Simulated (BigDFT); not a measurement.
BigDFT run on Ge(Br)2 triplet (Br2Ge): self-consistent single point.

Level of theory: PBE, Daubechies wavelet basis, HGH (Krack) norm-conserving potentials made for PBE, isolated boundary conditions, implicit solvent (soft-sphere cavity) (BigDFT).

```xyz
3

Ge     0.0300     0.0180     1.0053
Br     1.0043    -1.5111    -0.5094
Br    -1.0343     1.4931    -0.4959
```
Charge 0, spin multiplicity 3.

Reference input (self-consistent single point, DFT, PBE, Daubechies wavelet basis, HGH (Krack) norm-conserving potentials made for PBE, isolated boundary conditions): basis = Daubechies wavelets; dft.hgrids = 0.45 bohr; dft.rmult = 5 8; dft.ixc = 11; dft.nspin = 2; dft.mpol = 2; potentials = built-in HGH-K PBE; boundary_conditions = free; dft.gnrm_cv = 1e-04; dft.itermax = 80; dft.idsx = 6; dft.nrepmax = 3. This run's input differs from it in these lines:

```diff
@@ -11,2 +11,6 @@
   nrepmax: 3
+psolver:
+  environment:
+    cavity: soft-sphere
+    epsilon: 8.9
 # file: posinp.xyz
```

Output (repeated stretches shortened):

```
  #------------------------------------------------------------------- Self-Consistent Cycle
 Ground State Optimization:
 - Hamiltonian Optimization: &itrp001
   - Subspace Optimization: &itrep001-01
       Wavefunctions Iterations:
       Summing up ionic density:  Yes,
 Integral of the density in the nonvacuum region:  0.3007535710614041,
 Embedded PSolver Preconditioned Conjugate Gradient Method: [
Iteration quality: {iter:  1, res:  1.13615768217821414E-03},
Iteration quality: {iter:  2, res:  1.83651529331113725E-04},
Iteration quality: {iter:  3, res:  1.08134968576988964E-04},
   [... lines left out ...]
       Summing up ionic density:  Yes,
 Integral of the density in the nonvacuum region:  0.2500451242064538,
 Embedded PSolver Preconditioned Conjugate Gradient Method: [
Iteration quality: {iter:  1, res:  1.86385790948197631E-07},
Iteration quality: {iter:  2, res:  6.61295269610621224E-08},
Iteration quality: {iter:  3, res:  2.53440916723316055E-08},
Iteration quality: {iter:  4, res:  9.34148978394338838E-09}],
        Cavitation energy:  2.2529233766254576E-002,
         Repulsion energy: -6.8839325396888975E-003,
        Dispersion energy: -1.0648222441224353E-002,
 iter:  15, EKS: -3.07231919822340593E+01, gnrm:  7.42E-05, D: -6.81E-08,  #FINAL
       Total magnetization             :  2.000000
        #Eigenvalues and New Occupation Numbers
       Orbitals: [
   [... 7 lines left out ...]
 Last Iteration                        : *FINAL001
  #---------------------------------------------------------------------- Forces Calculation
 Total electronic charge               :  17.999999996017
   Summing up ionic density            :  Yes
   Integral of the density in the nonvacuum region:  0.2500451242064536
   Embedded PSolver Preconditioned Conjugate Gradient Method:
   - Iteration quality: {iter:  1, res:  9.57601697623443725E-09}
   Cavitation energy                   :  2.2529233766254576E-002
   Repulsion energy                    : -6.8839325396888975E-003
   [... lines left out ...]
 BigDFT infocode                       :  0
   [... lines left out ...]
 Atomic Forces (Ha/Bohr):
 -  {Ge: [ 4.630167212639E-06, -6.280483265210E-04, -1.004091754497E-02]} # 0001
 -  {Br: [ 2.767689233167E-03, -3.754091307398E-03,  5.227183060978E-03]} # 0002
 -  {Br: [-2.772319400380E-03,  4.382139633918E-03,  4.813734483989E-03]} # 0003
 Energy (Hartree)                      : -3.07231919822340593E+01
 Force Norm (Hartree/Bohr)             :  1.41545816463651171E-02
```

The run converged in 15 iterations. Against the reference run the largest force goes from 0.661 to 0.517 eV/Å.

The grid can part forces that symmetry would make equal. The geometry comes from a cheaper method or was typed, in some cases with atoms then moved at random; it is not relaxed at this level, and the species need not be a known compound. A coarse multiplier of 5 or less cuts the tails of heavy atoms' orbitals, which raises levels. The spin state was set by the input and need not be the ground state.

These are the values that this program gave, and no reference: the built-in potentials of some of these elements keep semicore shells in the core, which can shift energies, forces and lattice constants.

Cost on one core: very roughly 80 core-seconds.
